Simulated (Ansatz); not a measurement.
# Re: relaxation of cell and atoms

These are results of DFT, PBE, PAW with Ansatz's default frozen-core files, scalar-relativistic (Ansatz 0.2.0), not measurements.

Command: `ansatz run input.yaml --threads 1 --pin off --max-ram 2048MiB --backend cpu --events-out ev --progress --plain --runs-dir out` The run took 17 s on 1 thread of Arm Neoverse V1, on a shared host, peak memory 0.33 GiB.

```yaml
crystal:
  lattice:
    - [2.7037219021, 0.0, 0.0]
    - [-1.351860951, 2.341491852, 0.0]
    - [0.0, 0.0, 4.3800294813]
  atoms:
    - { symbol: Re, position: [0.3333333333, 0.6666666667, 0.25] }
    - { symbol: Re, position: [0.6666666667, 0.3333333333, 0.75] }
kpoints:
  mp_grid: { grid: [14, 14, 8] }
scf:
  occupations: { method: fermi_dirac, width: 0.08 }
hamiltonian:
  xc: pbe
  pseudopotentials: { kind: paw }
output:
  forces: true
  stress: true
relax:
  f_tol: 0.005
  max_steps: 80
  cell: {}
```

No spin–orbit coupling, which matters for the heavy atoms here.

The cell is built from the hcp type as a first guess.

The cutoff is 420 eV; energies and pressures of the walk include the program's estimate of the Pulay term.

Each frame lists the cell vectors (Å), then Cartesian positions (Å); symmetry keeps all forces zero. Free energies count from the first step, -21735.9650 eV.

The walk took 6 evaluations in all; steps that aren't listed are left out.

Step 1: E = 0.0 meV, P = 32.68 GPa

```
cell 2.7037 0.0000 0.0000 -1.3519 2.3415 0.0000 0.0000 0.0000 4.3800
Re    0.0000    1.5610    1.0950
Re    1.3519    0.7805    3.2850
```

Step 2: E = -72.1 meV, P = -20.20 GPa

```
cell 2.8355 0.0000 0.0000 -1.4178 2.4556 0.0000 0.0000 0.0000 4.5781
Re    0.0000    1.6371    1.1445
Re    1.4178    0.8185    3.4336
```

Step 3:

```
cell 2.7828 0.0000 0.0000 -1.3914 2.4099 0.0000 0.0000 0.0000 4.4965
Re    0.0000    1.6066    1.1241
Re    1.3914    0.8033    3.3723
```

Question: Give the energy, pressure of step 3.

Answer: E = -203.1 meV, P = -2.91 GPa
```
Re    0.0000    1.6066    1.1241
Re    1.3914    0.8033    3.3723
```

Question: How does the relaxation end?

Answer: It converges, with a = 2.775 Å, b = 2.775 Å, c = 4.486 Å, α = 90.00°, β = 90.00°, γ = 120.00° (conventional cell, space group P6_3/mmc). The last solve (on a basis chosen afresh for the final cell, so its energy is not quite comparable) gives E = -208.1 meV, P = 0.01 GPa:
```
cell 2.7748 0.0000 0.0000 -1.3874 2.4030 0.0000 0.0000 0.0000 4.4859
Re    0.0000    1.6020    1.1215
Re    1.3874    0.8010    3.3644
```
